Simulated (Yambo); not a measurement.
Yambo run on SiO$_{2}$ (space group P6_322, No. 182). The wavefunctions come from this Quantum ESPRESSO step (PBEsol, PseudoDojo standard norm-conserving files, scalar-relativistic):

```
&CONTROL
  calculation = 'nscf'
  pseudo_dir = './pseudo'
  outdir = './out'
/
&SYSTEM
  ibrav = 0
  nat = 12
  ntyp = 2
  ecutwfc = 84.0
  ecutrho = 336.0
  occupations = 'fixed'
  force_symmorphic = .true.
  nbnd = 274
/
&ELECTRONS
  conv_thr = 1.2000000000000002e-08
  diago_full_acc = .true.
  diago_thr_init = 1e-08
/
ATOMIC_SPECIES
O 15.9990 O.upf
Si 28.0850 Si.upf
CELL_PARAMETERS angstrom
  5.069069830000   0.000000000000   0.000000000000
 -2.534534915000   4.389943246000   0.000000000000
  0.000000000000   0.000000000000   8.558490000000
ATOMIC_POSITIONS crystal
O   0.000000000000   0.421260500000   0.000000000000
O   0.578739500000   0.000000000000   0.500000000000
O   0.578739500000   0.578739500000   0.000000000000
O   0.000000000000   0.578739500000   0.500000000000
O   0.421260500000   0.000000000000   0.000000000000
O   0.421260500000   0.421260500000   0.500000000000
O   0.666666667000   0.333333333000   0.750000000000
O   0.333333333000   0.666666667000   0.250000000000
Si   0.666666667000   0.333333333000   0.937130000000
Si   0.333333333000   0.666666667000   0.437130000000
Si   0.666666667000   0.333333333000   0.562870000000
Si   0.333333333000   0.666666667000   0.062870000000
K_POINTS automatic
3 3 2 0 0 0
```

Yambo input:

```
rim_cut
gw0
dyson
el_el_corr
HF_and_locXC
ppa
em1d
RandQpts= 1000000
RandGvec= 1 Ry
EXXRLvcs= 84 Ry
VXCRLvcs= 336 Ry
Chimod= "HARTREE"
% BndsRnXp
 1 | 273 |
%
NGsBlkXp= 7 Ry
% LongDrXp
 1.0 | 1.0 | 1.0 |
%
PPAPntXp= 27.2114 eV
% GbndRnge
 1 | 273 |
%
GTermKind= "BG"
DysSolver= "n"
ExtendOut
% QPkrange
 1 | 1 | 32 | 33 |
 2 | 2 | 32 | 33 |
 3 | 3 | 32 | 33 |
 5 | 5 | 32 | 33 |
 6 | 6 | 32 | 33 |
%
```

k points by index: 1 = Γ, 2 = A, 3 = (0, 0.333, 0), 5 = K, 6 = H.

The o-*.qp file then holds:

```
#    K-point    Band    Eo [eV]    E [eV]    E-Eo [eV]    Vxc [eV]    Vnlxc [eV]    Sc|Eo [eV]    Sc|E [eV]    dSc/dw|Eo [eV]    Re(Z)    Im(Z)
#
    1    32    -0.002246    -1.883227    -1.880981    -19.95460    -25.91085    3.676153    4.075263    -5.773441    0.824966    -0.992369E-3
    1    33    5.679379    6.638451    0.959071    -8.883804    -4.993506    -2.809327    -2.931227    -3.458367    0.887238    -0.700927E-3
    2    32    -0.166929    -2.071816    -1.904887    -19.73478    -25.69712    3.653438    4.057451    -5.771017    0.825026    -0.997892E-3
    2    33    6.460468    7.522893    1.062425    -9.371314    -5.363454    -2.806053    -2.945435    -3.569716    0.884028    -0.715221E-3
    3    32    0.000000    -1.873520    -1.873520    -19.97467    -25.93128    3.685486    4.083088    -5.774540    0.824938    -0.992867E-3
    3    33    6.929298    8.050642    1.121344    -9.626476    -5.539470    -2.816012    -2.965661    -3.631287    0.882264    -0.734185E-3
    5    32    -0.112364    -2.009432    -1.897068    -19.85441    -25.82722    3.673038    4.075745    -5.776076    0.824900    -0.995167E-3
    5    33    8.649390    10.17753    1.528142    -11.54322    -6.605603    -3.180516    -3.409477    -4.076851    0.869699    -0.804095E-3
    6    32    -0.524939    -2.500451    -1.975513    -19.34903    -25.42537    3.679904    4.100825    -5.797598    0.824362    -0.001015
    6    33    8.581458    10.30445    1.722990    -12.41190    -6.970581    -3.448085    -3.718329    -4.267793    0.864424    -0.795757E-3
```
(The two width columns are left out.) Convergence of these settings isn't established.

Geometry of the Materials Project entry, not relaxed at this level.

This is not the ordinary phase of the substance; no match was found in the copy of COD used, and its stability was not checked.
